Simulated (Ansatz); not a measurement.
## Is this LiSi2 structure stable?

It was reached by relaxing an invented guess, and it needn't be the stable form of this composition.

Theory: DFT PBE, scalar-relativistic, plane waves, PAW (Ansatz). The final run on the 6-atom cell used 420 eV, a Γ-centred 12×12×6 mesh, 0.10 eV smearing and no spin polarisation.

Space group Cmcm (No. 63). a = 3.804 Å, b = 8.116 Å, c = 5.943 Å, α = 90.00°, β = 90.00°, γ = 90.00°
| atom | site | symmetry | x | y | z |
| --- | --- | --- | --- | --- | --- |
| Li | 4c | m2m | 0.0000 | 0.0417 | 0.2500 |
| Si | 8f | m.. | 0.0000 | 0.3411 | 0.0447 |

The zero of energy is the elements' standard structures at the same level; no fitted shifts are applied.

**Question.** These tests were run: energy against the elements; random kick, then relaxation without symmetry; phonons on a 2×2×1 q mesh; elastic tensor. What do they show?

**Answer.**

| test | result |
| --- | --- |
| energy against the elements | −0.05 eV/atom |
| random kick, then relaxation without symmetry | returns |
| phonons on a 2×2×1 q mesh | no imaginary mode on the mesh |
| elastic tensor | least eigenvalue 7 GPa |

It fails none of these tests outright. Other phases of the system weren't compared here, so this isn't yet thermodynamic stability. Undecided within the accuracy: elastic tensor.

The kick test ran on a coarse mesh. The run for the phonons used a 12×12×6 k mesh and Fermi–Dirac smearing of 0.15 eV. The run for the elastic tensor used a 12×12×6 k mesh and Fermi–Dirac smearing of 0.15 eV.
